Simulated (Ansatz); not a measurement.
SiO2 (rutile)

Space group P4₂/mnm (No. 136); a = b = 4.2359 Å, c = 2.6899 Å, α = β = γ = 90.00°

```json
[
 {"atom": "Si", "site": "2a", "symmetry": "m.mm", "x": "0.0000", "y": "0.0000", "z": "0.0000"},
 {"atom": "O", "site": "4g", "symmetry": "m.2m", "x": "0.1930", "y": "0.1930", "z": "0.5000"}
]
```

This relaxed cell (volume V₀) is scaled evenly in all directions, its shape held. The atoms relax within the cell's symmetry.

Level of theory: PBE (plane waves to 420 eV, PAW, scalar-relativistic; Ansatz, a first-principles code). k mesh 8×8×12 (Γ-centred), Fermi-Dirac smearing 0.05 eV. Stress and pressure are positive under compression. SiO2 was relaxed with its symmetry unable to fall. The PAW data are Ansatz's earlier set. 

```json
[
 {"V (Å³/atom)": "6.757", "P (GPa)": "71.1"},
 {"V (Å³/atom)": "7.079", "P (GPa)": "47.2"},
 {"V (Å³/atom)": "7.401", "P (GPa)": "(withheld)"},
 {"V (Å³/atom)": "7.722", "P (GPa)": "12.4"},
 {"V (Å³/atom)": "8.044", "P (GPa)": "0.0"},
 {"V (Å³/atom)": "8.366", "P (GPa)": "-10.0"},
 {"V (Å³/atom)": "8.688", "P (GPa)": "(withheld)"},
 {"V (Å³/atom)": "9.009", "P (GPa)": "(withheld)"},
 {"V (Å³/atom)": "9.331", "P (GPa)": "-29.4"}
]
```

### Question
What belongs in the gaps?

### Answer

- 7.401, P (GPa): 27.9
- 8.688, P (GPa): -18.0
- 9.009, P (GPa): -24.3

(Under strain, the slope of the energy per volume gives the stress and its curvature an elastic modulus.)
